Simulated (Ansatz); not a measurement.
Gd$_{3}$InN:
```
Gd3InN
1.0
    4.87583     0.00000     0.00000
    0.00000     4.87583     0.00000
    0.00000     0.00000     4.87583
Gd N In
3 1 1
Direct
  0.50000   0.50000   0.00000
  0.00000   0.50000   0.50000
  0.50000   0.00000   0.50000
  0.50000   0.50000   0.50000
  0.00000   0.00000   0.00000
```
The run is spin-polarised; directions of the spins, atom by atom: ↑ ↑ ↑ 0 ↓.

Relaxed with r²SCAN.

Question: Give the Bader charges and basin volumes of the independent atoms, DFT-r²SCAN in the program Ansatz with PAW potentials.

Answer: 

```
atom  Bader charge (e)  Bader volume (Å³)
----  ----------------  -----------------
Gd1              +1.35               19.9
N4               -1.92               14.8
In5              -2.11               41.4
```

Space group Pm-3m (anti-perovskite). The workflow started from an entry of the Crystallography Open Database (COD). Whether it is the stable phase at ambient conditions was not checked. The cell was relaxed with r²SCAN under the symmetry of its start; whether a distortion lowers the energy is not shown. The final state is ferromagnetic, the only order run, not a proven ground state. The 4f shell is in the valence, and the state reached may lie above the lowest one. Other orbital occupations within this spin state were not tried. No Hubbard U is applied. Spin–orbit coupling is left out wherever it is not named.

Potentials: the later of the program's two PAW sets.
